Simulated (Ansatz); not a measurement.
Starting cell, LiH (rock salt):

```yaml
crystal:
  lattice:
    - [0.00000, 4.00544, 4.00544]
    - [2.00272, 0.00000, 2.00272]
    - [2.00272, 2.00272, 0.00000]
  atoms:
    - { symbol: Li, position: [0.00000, 0.00000, 0.00000] }
    - { symbol: Li, position: [0.50000, 0.00000, 0.00000] }
    - { symbol: H, position: [0.25000, 0.50000, 0.50000] }
    - { symbol: H, position: [0.75000, 0.50000, 0.50000] }
```

A phonon eigenvector at L = (0.5, 0.0, 0.0) is frozen into this cell: atom i moves by Q times the vector below, so Q is the largest atomic displacement, in Å. The cell is held. (q is in reciprocal vectors of the primitive cell; the cell shown is doubled to hold the pattern.)

```csv
atom,x,y,z
Li1,-0.577,0.577,0.577
Li2,0.577,-0.577,-0.577
```

Atoms not listed stay in place.

Level of theory: r2SCAN (plane waves to 500 eV, PAW, scalar-relativistic; Ansatz, a first-principles code). k mesh 7×14×14 (Γ-centred), Fermi-Dirac smearing 0.05 eV. The energy includes the smearing's −TS. LiH was relaxed with its symmetry unable to fall. ΔE is measured from the undisplaced structure.

| Q (Å) | ΔE (meV/cell) |
|---|---|
| -0.180 | 234.0 |
| -0.120 | 104.2 |
| -0.060 | 26.1 |
| 0.000 | 0.0 |
| 0.060 | 26.1 |
| 0.120 | 104.2 |
| 0.180 | 234.0 |

Question: Which DFPT wavenumber at L = (0.5, 0.0, 0.0) belongs to this mode?
A) 1101 cm⁻¹
B) 276 cm⁻¹
C) 785 cm⁻¹
D) 533 cm⁻¹

Answer: D, 533 cm⁻¹. The curvature of the scan gives 533 cm⁻¹

(For displaced atoms, the force is minus the slope of the energy, and its curvature is a force constant, which sets phonon frequencies.)
